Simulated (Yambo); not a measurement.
Quantum ESPRESSO input (PBEsol, PseudoDojo standard norm-conserving files, scalar-relativistic) whose wavefunctions are converted with p2y:

```
&CONTROL
  calculation = 'nscf'
  pseudo_dir = './pseudo'
  outdir = './out'
/
&SYSTEM
  ibrav = 0
  nat = 6
  ntyp = 2
  ecutwfc = 90.0
  ecutrho = 360.0
  occupations = 'fixed'
  force_symmorphic = .true.
  nbnd = 151
/
&ELECTRONS
  conv_thr = 6.000000000000001e-09
  diago_full_acc = .true.
  diago_thr_init = 1e-08
/
ATOMIC_SPECIES
P 30.9738 P.upf
Fe 55.8450 Fe.upf
CELL_PARAMETERS angstrom
  4.918220000000   0.000000000000   0.000000000000
  0.000000000000   5.627030000000   0.000000000000
  0.000000000000   0.000000000000   2.715370000000
ATOMIC_POSITIONS crystal
P   0.329000000000   0.869400000000   0.500000000000
P   0.671000000000   0.130600000000   0.500000000000
P   0.829000000000   0.630600000000   0.000000000000
P   0.171000000000   0.369400000000   0.000000000000
Fe   0.500000000000   0.500000000000   0.500000000000
Fe   0.000000000000   0.000000000000   0.000000000000
K_POINTS automatic
1 1 2 0 0 0
```

Yambo's initialisation report on symmetry, reciprocal space, the k grid and the gaps on this mesh:

```
  [02.02] Symmetries
  ==================

  Inversion symmetry    : yes
  Spatial inversion     : yes
  Inversion index       :  3
  K-space Time-reversal : no
  Magnetic symmetries   : no
  Group table correct   : yes
  Symmetries units      :  [cc]

  [02.03] Reciprocal space
  ========================

  nG shells         :   7997
  nG charge         :   58551
  nG WFs            :   8719
  nC WFs            :   7328
  G-vecs. in first 80 shells:  [ Number ]
    1   3   5   9  11  13  15  19  23
    27   31   39   43   45   49   53   61   65
    73   75   79   83   91   95  103  107  109
   113  121  123  127  131  135  143  151  159
   163  167  169  173  177  185  189  193  201
   209  213  215  223  227  235  239  247  251
   259  267  271  275  283  287  291  299  303
    311   319   327   329   337   341   345   353   361
    369   371   375   379   383   387   391   399
  ...
  Shell energy in first 80 shells:  [ mHa ]
     0.0000  174.5716  228.5157  403.0873  698.2863  749.6766  914.0629  924.2482  926.8021
    978.192      1088.63      1152.76      1447.96      1571.14      1612.35      1663.74      1676.48      1799.66
    1838.31      2056.64      2231.21      2320.82      2362.03      2485.21      2549.34      2754.93      2793.15
    2806.32      2980.89      2998.71      3021.66      3173.28      3227.22      3234.88      3401.79      3504.60
    3542.82      3627.79      3656.25      3696.99      3707.21      3771.34      3830.82      3912.77      3925.51
    4087.34      4354.54      4364.29      4377.46      4405.93      4456.88      4569.85      4580.50      4592.81
    4611.06      4798.37      4849.79      5055.35      5104.21      5113.97      5227.40      5229.92      5278.35
    5342.48      5483.91      5599.46      5712.89      5753.63      5791.85      5887.46      5977.07      6020.37
    6028.03      6284.58      6411.18      6420.93      6449.40      6462.57      6513.09      6626.49
  ...

  [02.04] K-grid lattice
  ======================

  Compatible Grid is   : 1D
  Base K vectors       :  K_min[ 1 ]  K_min[ 2 ]  K_min[ 3 ]
  K_min[ 1 ] :  0.000000  0.000000 -0.500000 [rlu]
  Grid dimensions      :  2
  K lattice UC volume  :  0.244566 [a.u.]

  IBZ K-points                                      :  2
  BZ  K-points                                      :  2

  K/Q-points units:
  rlu = crystal or reduced units; cc = cartesian coordinates; iku = interal k-units

  K [1]          [rlu]:  0.000000  0.000000  0.000000
         WF components:   7307
  K [2]          [rlu]:  0.000000  0.000000 -0.500000
         WF components:   7328

  [02.05] Energies & Occupations
  ==============================

  [X] === General ===
  [X] Electronic Temperature                        :  0.000000  0.000000 [eV K]
  [X] Bosonic    Temperature                        :  0.000000  0.000000 [eV K]
  [X] Finite Temperature mode                       : no
  [X] El. density                                   :  0.69197E+24 [cm-3]
  [X] Fermi Level                                   :  13.45662 [eV]

  [X] === Gaps and Widths ===
  [X] Conduction Band Min                           :  0.670101 [eV]
  [X] Valence Band Max                              :  0.000000 [eV]
  [X] Filled Bands                                  :  26
  [X] Empty Bands                                   :   27  151
  [X] Direct Gap                                    :  1.258773 [eV]
  [X] Direct Gap localized at k                     :  2
  [X] Indirect Gap                                  :  0.670101 [eV]
  [X] Indirect Gap between kpts                     :  1  2
  [X] Last valence band width                       :  0.588672 [eV]
  [X] 1st conduction band width                     :  1.622074 [eV]
```
The gaps are PBEsol values on this mesh alone; only operations without fractional translations are kept.

Geometry of the Materials Project entry, not relaxed at this level.

The runs are not spin-polarised; magnetic order was not tried.
